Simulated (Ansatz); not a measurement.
Relaxed-ion elastic tensor of As₂Pt in space group Pa-3 (No. 205; Pt on 4a, As on 8c) in GPa (Voigt order), DFT-PBEsol in the program Ansatz with PAW potentials; density 10.71 g/cm³, 17.82 Å³ per atom.

```
 326  70.6  70.6   0.0   0.0   0.0
70.6   326  70.6   0.0   0.0   0.0
70.6  70.6   326   0.0   0.0   0.0
 0.0   0.0   0.0  74.4   0.0   0.0
 0.0   0.0   0.0   0.0  74.4   0.0
 0.0   0.0   0.0   0.0   0.0  74.4
```

**Question.** Is the crystal mechanically stable?

**Answer.** Yes: the smallest eigenvalue of C is 74.4 GPa.

**Question.** Work out the Voigt, Reuss and Hill averages.

**Answer.** K_V = 156, K_R = 156, K_H = 156; G_V = 95.7, G_R = 89.3, G_H = 92.5 GPa.

**Question.** Give Young's modulus, Poisson's ratio, Pugh's ratio and the universal anisotropy index.

**Answer.** E = 9KG/(3K + G) = 232 GPa; ν = 0.25; K/G = 1.68 (near the Pugh limit of 1.75, no verdict); A_U = 5G_V/G_R + K_V/K_R − 6 = 0.36.

**Question.** Estimate the sound speeds and the Debye temperature.

**Answer.** v_l = √((K + 4G/3)/ρ) = 5100 m/s, v_t = √(G/ρ) = 2940 m/s, mean 3260 m/s; Θ = (h/k)(3n/4πV)^(1/3) v_m = 372 K.

**Question.** Give the Zener ratio and Young's modulus along [100], [110] and [111].

**Answer.** A = 2C44/(C11 − C12) = 0.58; 1/E = S11 − 2(S11 − S12 − S44/2)Γ with Γ = 0, 1/4, 1/3 gives 301, 212, 192 GPa.

**Question.** Solve the Christoffel equation for the three sound speeds along [100], [110], [111].

**Answer.** Eigenvalues of C_ijkl n_j n_l equal ρv². In km/s, slowest first: [100] 2.63, 2.63, 5.52; [110] 2.63, 3.45, 5.05; [111] 3.20, 3.20, 4.88.

The PBEsol relaxation kept the symmetry of its start. The run is not spin-polarised. Spin–orbit coupling is left out wherever it is not named.

Potentials: the later of the program's two PAW sets.
